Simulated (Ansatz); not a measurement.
## SrGa2B2 in Ansatz, settings compared

input.yaml:

```yaml
crystal:
  lattice:
    - [2.217995, 3.841677, 0.0]
    - [-2.217995, 3.841677, 0.0]
    - [0.0, 0.0, 4.744768]
  atoms:
    - { symbol: Ga, position: [0.3333, 0.3334, 0.4656] }
    - { symbol: Ga, position: [0.6667, 0.6666, 0.5344] }
    - { symbol: B, position: [0.3333, 0.3334, 0.1067] }
    - { symbol: B, position: [0.6667, 0.6666, 0.8933] }
    - { symbol: Sr, position: [0.0, 0.0, 0.0] }
  symmetry: { tolerance: 0.0003 }
kpoints:
  mp_grid: { grid: [5, 5, 4], shift: [0, 0, 0] }
magnetization:
  spin_polarized: false
scf:
  occupations: { method: fermi_dirac }
hamiltonian:
  pseudopotentials: { kind: paw }
  xc: pbe
basis:
  ecutwfc: 420
output:
  forces: true
  stress: true
  eigenvalues: true
```

Launch command:

```bash
ansatz run input.yaml --threads 1 --pin off --max-ram 2560MiB --backend cpu --events-out ev --progress --plain --runs-dir out
```

Origin of the cell: a known structure type with other elements, at an estimated volume, so it need not be a known compound.

The smearing width isn't typed, so it takes its default of 0.1 eV.

Output of this run (shortened):

```
Warning: the atoms were moved onto the symmetric positions of the space group found under crystal.symmetry.tolerance 3.0e-4 (fractional; no operation is sought that the atoms, as they stand i […]
Pseudopotentials: kind: paw
Pseudopotential: Ga, paw, valence charge 13, recommended cutoff 420 eV (normal), Ga.paw.azcp
Pseudopotential: B, paw, valence charge 3, recommended cutoff 420 eV (normal), B.paw.azcp
Pseudopotential: Sr, paw, valence charge 10, recommended cutoff 420 eV (normal), Sr.paw.azcp
Functional definition: PBE
  exchange = pbe_x(kappa = kappa, mu = beta*pi^2/3)
  correlation = pbe_c(beta = beta)
Crystal: 5 atoms, lattice volume = 80.859 Å³
Basis set: ecut = 420 eV, 1557 PW (Γ), exchange–correlation on 60×60×64 points (8 copies of the dense FFT grid, shifted against one another)
Bands: 26, of which v1, the nominal top of the filled ones, is band 21 counted from 1 (20 counted from 0)
Symmetry: 12 space group operations
[… 8 lines left out …]
Initial density: superposition of atomic densities (neutral atoms: chi_scale 0, normalization atom), corrected by the library's trained network
Functional: x = pbe(κ = 0.804, μ = 0.219515), c = pbe(β = 0.066725)
SCF iter   1: F=—  HF=-11415.074020 eV  Δρ=3.35e-3  dr2=1.39e-2
SCF iter   2: F=—  HF=-11415.074063 eV  Δρ=2.06e-3  dr2=5.15e-3
SCF iter   3: F=—  HF=-11415.073650 eV  Δρ=7.18e-4  dr2=5.10e-4
SCF iter   4: F=—  HF=-11415.073428 eV  Δρ=2.90e-4  dr2=1.22e-4
SCF iter   5: F=—  HF=-11415.073399 eV  Δρ=1.38e-4  dr2=2.64e-5
SCF iter   6: F=—  HF=-11415.073422 eV  Δρ=3.91e-5  dr2=1.57e-6
SCF iter   7: F=-11415.073423 eV  HF=-11415.073423 eV  Δρ=9.91e-6  dr2=7.97e-8
SCF 1 converged in 7 iterations: F = -11415.073423 eV  dr2 = 7.97e-8
SCF converged after 7 iterations
Free energy (F): -11415.073423 eV
Harris-Foulkes:  -11415.073423 eV  (|F-HF|=5.27e-8)
Internal energy: -11414.985274 eV  (E = F + TS)
E sigma→0 (E₀):  -11415.029349 eV
Entropy (-TS):   -0.088149 eV (-17.630 meV/atom)
Fermi energy:    9.818305 eV
--- Per-component energies (eV) ---
  E_band       = -127.545111
  E_kinetic    = 574.053528
  E_local      = -4722.810410  (includes V_loc(G=0)·N_el)
  E_nonlocal   = 1074.508547
  E_hartree    = 2077.807460
  E_xc         = -378.887377
  E_vxc        = -358.139667  (∫ρ·V_xc dr)
  E_paw        = -6819.523522  (= ΣΔE_a)
  E_vpaw       = -850.777383  (= ΣTr[D̂ρ^β])
  E_aug_tail   = -0.000201  (compensation charges beyond the density's cutoff)
  E_ewald      = -3220.133300
  E_smearing   = -0.088149  (= −TS)
  Σ components = -11415.073423   (vs F -11415.073423, Δ=0.00e0)
--- Forces (eV/Å), atoms counted from 1 ---
  atom   1  Ga     0.000000     0.000000     7.389136
  atom   2  Ga    -0.000000    -0.000000    -7.389136
  atom   3  B     -0.000000    -0.000000    -7.580413
  atom   4  B      0.000000     0.000000     7.580413
  atom   5  Sr     0.000000     0.000000     0.000000
  max |Σ_I F_I| component: 1.16e-17 eV/Å
--- Stress (GPa, compression-positive) ---
        9.750042      -0.000000       0.000000
       -0.000000       9.750042       0.000000
        0.000000       0.000000      51.818974
  P = ⅓ Tr σ = 23.7730 GPa (237.730 kbar)
```

The same input was run again with these changes:

1. `scf.initial_density.chi_scale` default → 0.1; `crystal.symmetry` { tolerance: 0.0003 } → { detect: false }
2. `basis.ecutwfc` 420 → "700 eV"; `kpoints.mp_grid.grid` [5, 5, 4] → [6, 6, 5]
3. `scf.occupations.method` fermi_dirac → cold; `scf.occupations.width` default → 0.025; `scf.mixing.algorithm` default → broyden; `scf.mixing.beta` default → 0.05
4. `magnetization` { spin_polarized: false } → { spin_polarized: true } (starts: small); typed moments: Ga1 0.2, Ga2 0.2, B3 0.2, B4 0.2, Sr5 0.2

```
 run        end  SCF iterations  P (GPa)  max force component (eV/Å)  moment (μB)  ΔE(σ→0) (meV/atom)
base  converged               7    23.77                       7.580            –                   0
   1  converged              10    23.77                       7.580            –                0.00
   2  converged               7    23.38                       7.563            –              -16.75
   3  converged              13    23.72                       7.641            –                1.07
   4  converged              15    23.77                       7.580         0.00                0.00
```

Energies are compared only where functional, datasets, charge and starting cell are the same.

Caveats of the base run: the given cell is far from equilibrium, with atoms too close or a volume far off; the k mesh is coarse if the cell is a metal.

Run 4: a starting moment was lost.

The base run took 2.6 s on 1 thread of Arm Neoverse V1, with other jobs on the host, peak memory 0.34 GiB, from the program's own first density.
